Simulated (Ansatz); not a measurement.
MoSe2:
Space group P6₃/mmc (No. 194); a = b = 3.277 Å, c = 12.733 Å, α = β = 90.00°, γ = 120.00°

```
atom  site  symmetry       x       y       z
----  ----  --------  ------  ------  ------
Mo      2d      -6m2  0.6667  0.3333  0.2500
Se      4f       3m.  0.3333  0.6667  0.1185
```

Relaxed with PBE+D3(BJ).

### Question
Decompose the optical modes at the zone centre into irreducible representations, and say which are infrared and Raman allowed.

### Answer
Point group 6/mmm: Γ_opt = A1g + A2u + 2B1g + B2u + E1g + E1u + 2E2g + E2u. Infrared: A2u, E1u. Raman: A1g, E1g, E2g.

### Question
Assign frequencies (DFPT, PBE+D3(BJ) (plane waves, PAW; program Ansatz); without the LO–TO term).

### Answer
E2g 30, B1g 51, E2u 165, E1g 167, B2u 238, A1g 244, E2g 282, E1u 282, A2u 346, B1g 350 cm⁻¹.

Subscripts of B labels follow the axes of the standard setting.

Space group P6_3/mmc. The cell was relaxed with PBE+D3(BJ) under the symmetry of its start; phonons on a q-mesh show no instability. No spin polarisation was allowed.

Potentials: the later of the program's two PAW sets.
